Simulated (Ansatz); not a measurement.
Data:

BeS:
```
CELL_PARAMETERS angstrom
      0.00000     2.29495     2.29495
      2.29495     0.00000     2.29495
      2.29495     2.29495     0.00000
ATOMIC_POSITIONS crystal
  S  0.00000 0.00000 0.00000
  Be 0.50000 0.50000 0.50000
```

This is the PBEsol-relaxed structure.

### Question
All from PBEsol in the plane-wave PAW code Ansatz, unless another level is named. Predict the band gap.

### Answer
0.94 eV (indirect).

### Question
Give the electron effective mass.

### Answer
0.29, 0.29, 1.0 mₑ (principal values).

### Question
Next, the conduction-band minimum?

### Answer
at X (3 equivalent valleys).

### Question
Give the weight of the valence-edge state by species (Voronoi cells).

### Answer
S 86 %, Be 14 %.

Space group Fm-3m (rock salt). The cell is a constructed one: a structure type filled with these elements; neither database checked (COD, Materials Project) lists it. COD files the formula under space group No. 216, so this cell is another polymorph or a model. Whether it is the stable phase at ambient conditions was not checked. The cell was relaxed with PBEsol under the symmetry of its start. At this level the phase is dynamically unstable (imaginary phonons).

Potentials: the later of the program's two PAW sets.
